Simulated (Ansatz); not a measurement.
This cell of WSe2 (2H-MoS2 type, space group P6_3/mmc) is off equilibrium:

```xyz
6
Lattice="3.2791 0.0000 0.0000 -1.6395 2.8397 0.0000 0.0000 0.0000 12.7861" Properties=species:S:1:pos:R:3 pbc="T T T"
W      0.0000     1.8932     3.1965
W      1.6395     0.9466     9.5895
Se     0.0000     1.8932     7.9053
Se     1.6395     0.9466     1.5123
Se     1.9455     0.9466     4.8808
Se     0.0000     1.8932    11.2738
```

Level of theory: PBE-D3(BJ) (plane waves to 420 eV, PAW, scalar-relativistic; Ansatz, a program for electronic structure). k mesh 9×9×2 (Γ-centred), Fermi-Dirac smearing 0.05 eV. E stands for the smeared free energy. Stress and pressure are positive under compression. Spin-orbit coupling is left out, though W is heavy. WSe2 is run without spin polarisation. WSe2 was relaxed with its symmetry unable to fall.

Problem. What forces act on the atoms (eV/Å, Cartesian)?

Solution. 
```
atom      Fx      Fy      Fz
----  ------  ------  ------
W1     2.727   0.437  -0.967
W2     0.019   0.003  -0.003
Se3    0.027   0.004   0.007
Se4   -0.091   0.096  -0.041
Se5   -2.676  -0.539   1.004
Se6   -0.006  -0.001   0.001
```

Problem. Give the stress tensor in GPa and the pressure.

Solution. 
```
   0.60     1.56    -5.52
   1.56     0.73    -1.39
  -5.52    -1.39     2.41
```
The pressure, a third of the trace, is 1.25 GPa.

Problem. In it atom 5 sits (0.306, 0.000, 0.000) Å away from its relaxed site. What is its energy relative to the relaxed cell?

Solution. 414 meV/cell.

(For displaced atoms, the force is minus the slope of the energy, and its curvature is a force constant, which sets phonon frequencies.)
